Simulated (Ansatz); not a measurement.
Sr2CuO3: computed DOS

```
Sr Cu O
1.0
    -1.75833    1.96398    6.30796
     1.75833   -1.96398    6.30796
     1.75833    1.96398   -6.30796
Sr Cu O
2 1 3
Direct
  0.14693 0.64693 0.50000
  0.85307 0.35307 0.50000
  0.50000 0.00000 0.50000
  0.00000 0.00000 0.00000
  0.34582 0.84582 0.50000
  0.65418 0.15418 0.50000
```

The conventional cell has a = 3.517 Å, b = 3.928 Å, c = 12.616 Å, α = 90.00°, β = 90.00°, γ = 90.00°. Sr (atom 1) is surrounded by 7 O at 2.51 to 2.64 Å. Cu (atom 3) is surrounded by 4 O at 1.95 to 1.96 Å. Around O (atom 4) lie 2 Cu at 1.96 Å. Around O (atom 5) lie 1 Cu at 1.95 Å.

Structure from Materials Project entry mp-5456 (possibly hypothetical), not relaxed further.

Without spin polarisation or U, such a compound can come out metallic where the real one is a magnetic insulator.

These are results of DFT, PBEsol, all-electron LAPW, scalar-relativistic (Ansatz 0.2.0), not measurements.

Numerical set-up: a Γ-centred 12×12×12 k mesh, Fermi–Dirac smearing of 0.05 eV, basis error target 1 meV/atom, no spin polarisation.

Q: Where is the centre of the filled Cu 3d states between -14 eV and the top of the filled states?

A: -3.09 eV from the Fermi level.

Q: Tabulate the density of states.

A: States per eV and cell, averaged over 0.6 eV, from -7.0 to 6.6 eV, with energies (bin centres) from the Fermi level; empty bins are left out. The partial columns, the largest 4 alone, are projections on Löwdin-orthogonalised atomic shells (those that the program's projection atoms carry: the occupied ones and, for some elements, an empty d or f shell; other empty shells have no column), summed over atoms of an element. Weights on diffuse s and p shells depend on that basis and aren't pure angular character.
```
E (eV)  total  O 2p  Cu 3d  Sr 5s  Cu 4s
  -6.8   0.25  0.15   0.04   0.00   0.04
  -6.2   1.19  0.77   0.23   0.00   0.16
  -5.6   0.75  0.55   0.08   0.00   0.07
  -5.0   5.05  2.93   1.66   0.13   0.12
  -4.4   4.95  2.82   1.74   0.18   0.01
  -3.8   5.62  2.79   2.50   0.10   0.02
  -3.2   6.28  3.48   2.22   0.14   0.15
  -2.6   5.91  3.56   1.93   0.04   0.08
  -2.0   7.89  5.15   2.27   0.13   0.03
  -1.4   5.92  3.34   2.30   0.03   0.03
  -0.8   0.67  0.26   0.33   0.00   0.03
  -0.2   0.66  0.31   0.30   0.00   0.01
   0.4   1.33  0.68   0.56   0.01   0.01
   1.0   0.29  0.11   0.08   0.00   0.00
   1.6   0.38  0.03   0.01   0.03   0.02
   2.2   0.82  0.10   0.03   0.08   0.10
   2.8   1.47  0.23   0.05   0.18   0.20
   3.4   0.78  0.09   0.02   0.09   0.10
   4.0   1.76  0.13   0.02   0.15   0.08
   4.6   3.23  0.25   0.01   0.82   0.05
   5.2   3.00  0.21   0.01   0.63   0.07
   5.8   2.58  0.08   0.01   0.18   0.11
   6.4   4.19  0.17   0.01   0.41   0.43
```
